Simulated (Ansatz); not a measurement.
Given:

YSi:
```
CELL_PARAMETERS angstrom
      2.14283    -5.28032     0.00000
      2.14283     5.28032     0.00000
      0.00000     0.00000     3.84124
ATOMIC_POSITIONS crystal
  Y  0.14049 0.85951 0.75000
  Y  0.85951 0.14049 0.25000
  Si 0.42418 0.57582 0.75000
  Si 0.57582 0.42418 0.25000
```

This is the r²SCAN-relaxed structure.

### Question
All from DFT-r²SCAN in the program Ansatz with PAW potentials, unless another level is named. Give the electronic character.

### Answer
metallic (no gap).

### Question
Give the density of states at the Fermi level.

### Answer
0.48 states/eV per atom (mean over ±0.08 eV).

### Question
What about the formation energy from the elements (no fitted shifts)?

### Answer
-89 kJ/mol-atom.

Space group Cmcm. The workflow started from a Materials Project entry (that database holds measured and hypothetical structures alike); the Crystallography Open Database copy checked does not list it. Its standing as an ambient phase is unchecked. The r²SCAN relaxation kept the symmetry of its start; its stability against distortions is not shown here. The run is not spin-polarised. The references are the lowest solids computed at this level, not always the standard phases. Scalar-relativistic: spin–orbit coupling is off unless named, which matters more the heavier the elements.

Potentials: the later of the program's two PAW sets.
